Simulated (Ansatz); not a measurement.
The relaxed structure here is a generated cell of AlPt: the first start was made by placing the elements on the sites of a structure type, and the end was not matched to a known phase here, so it may be hypothetical.

One starting cell of AlPt (a generated cell, AlPt built in the AFLOW prototype AB_oP8_57_d_d (as in TlF)) was relaxed twice with Ansatz (plane waves, PAW, scalar-relativistic): with PBEsol at 420 eV and with PBE at 420 eV. The PBEsol result:

```cif
data_Al4Pt4
_chemical_formula_sum 'Al4 Pt4'
_space_group_name_H-M_alt 'Pbcm'
_space_group_IT_number 57
_space_group_name_Hall '-P 2c 2b'
_cell_length_a 5.24450
_cell_length_b 4.85377
_cell_length_c 4.64150
_cell_angle_alpha 90.000
_cell_angle_beta 90.000
_cell_angle_gamma 90.000
loop_
_atom_site_label
_atom_site_type_symbol
_atom_site_symmetry_multiplicity
_atom_site_Wyckoff_symbol
_atom_site_fract_x
_atom_site_fract_y
_atom_site_fract_z
_atom_site_occupancy
Al1 Al 4 d 0.65966 0.06219 0.25000 1
Pt1 Pt 4 d 0.17157 0.05923 0.25000 1
```

| quantity | PBEsol | PBE |
|---|---|---|
| space group | Pbcm | Pbcm |
| volume (Å³/atom) | 14.77 | (withheld) |
| a (Å) | 5.245 | (withheld) |
| b (Å) | 4.854 | (withheld) |
| c (Å) | 4.642 | (withheld) |
| gap (eV, no spin-orbit coupling) | 0.00 | (withheld) |

Q: Fill in the PBE column.

A: 
- volume (Å³/atom), PBE: 15.27
- a (Å), PBE: 5.299
- b (Å), PBE: 4.906
- c (Å), PBE: 4.698
- gap (eV, no spin-orbit coupling), PBE: 0.00

Both levels end in the same structure; PBE's volume is 3.4 % larger. Neither column is exact.

No spin polarisation in the result.

The run could not lose the symmetry of its start; a randomly shaken copy of 8 atoms returns to this structure.

Ansatz is an electronic-structure program.
